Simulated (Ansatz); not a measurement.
Problem. Each is relaxed and computed with r²SCAN (plane waves, PAW; program Ansatz). Which is the only one with a gap?
A) Cu2SiTe3, Cc (Pearson symbol mS24)
B) Hf3Cu4Si2, P-62m (Hf on 3g, Si on 2c, Cu on 3f, Cu on 1b)
C) LaGaSi, I4_1md (La on 4a, Ga on 4a, Si on 4a)
D) La2CuSi3, P-6m2 (Pearson symbol hP6)

Solution. A, Cu2SiTe3, Cc (Pearson symbol mS24). Cu2SiTe3: gap 0.40 eV (indirect); Hf3Cu4Si2: metal; La2CuSi3: metal; LaGaSi: metal. Standing as an ambient phase not checked: Cu2SiTe3, Cc (Pearson symbol mS24); Hf3Cu4Si2, P-62m (Hf on 3g, Si on 2c, Cu on 3f, Cu on 1b); La2CuSi3, P-6m2 (Pearson symbol hP6); LaGaSi, I4_1md (La on 4a, Ga on 4a, Si on 4a). Perhaps ordered models of mixed-site phases: Cu2SiTe3, Cc (Pearson symbol mS24); La2CuSi3, P-6m2 (Pearson symbol hP6); LaGaSi, I4_1md (La on 4a, Ga on 4a, Si on 4a). All cells were relaxed under the symmetry of their starts (and spin orders); stability against distortions was not tested throughout. Rows with no word on spin ran without spin polarisation. Spin–orbit coupling is left out wherever it is not named.

Potentials: the earlier of the program's two PAW sets.
